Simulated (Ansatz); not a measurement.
**Structure types of Pt at zero pressure (relativity switched off)**

Structure types of Pt are relaxed in primitive cells with their symmetry kept at 0 GPa, first on PAW files, then by LAPW. The enthalpy is E + pV at zero temperature, without zero-point motion. Only the types listed were tried, and differences under about 5 meV/atom are mesh noise.

Computed with Ansatz 0.2.0; functional LDA, non-relativistic. Settings: Fermi–Dirac smearing of 0.05 eV, no spin polarisation. Methods: LAPW: all electrons, basis error target 0.5 meV/atom.

k meshes: fcc 18×18×18, bcc 19×19×19, hcp 17×17×9.

Q: Order the types by LAPW enthalpy, lowest first.
A. fcc
B. hcp
C. bcc

A: A (0 meV/atom), B (40 meV/atom), C (48 meV/atom).

```tsv
start type	ends as	a, b, c (Å)	V (Å³/atom)	H − H(lowest), LAPW (meV/atom)
fcc	fcc, Fm-3m	4.064, 4.064, 4.064	16.78	0.0
bcc	bcc, Im-3m	3.234, 3.234, 3.234	16.91	47.9
hcp	hcp, P6_3/mmc	2.854, 2.854, 4.782	16.86	40.0
```
